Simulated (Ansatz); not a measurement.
LiPS$_{3}$ in space group C2/m (No. 12; Pearson symbol mS20), DFT-r²SCAN in the program Ansatz with PAW potentials. The conduction-band minimum lies at A, with 1 equivalent valley. Second derivatives d²E/dk² of the lowest band at one valley (eV·Å²), along Cartesian directions:

```csv
direction,d²E/dk²
[100],3.978
[010],7.384
[001],2.435
[110],5.675
[101],3.925
[011],4.908
```

Q: Find the principal effective masses, the density-of-states mass and the conductivity mass.

A: Off-diagonal terms follow from H_xy = H[110] − (H_xx + H_yy)/2, and m*/mₑ = 7.620 eV·Å² over each eigenvalue: 1.0, 1.8, 3.5. One valley's DOS mass (m₁m₂m₃)^(1/3) = 1.9, conductivity mass 3/(Σ 1/mᵢ) = 1.7 mₑ.

Q: What effective density of states Nc follows at 300 K for parabolic valleys?

A: Nc = 2.509e19 × 1 × (1.9)^(3/2) ≈ 6.6e19 cm⁻³.

The workflow started from an entry of the Crystallography Open Database (COD). Whether it is the stable phase at ambient conditions was not checked. The cell was relaxed with r²SCAN under the symmetry of its start; whether a distortion lowers the energy is not shown.

Potentials: the later of the program's two PAW sets.

Edges and masses are those of Kohn–Sham bands, whose gap is no quasiparticle gap.
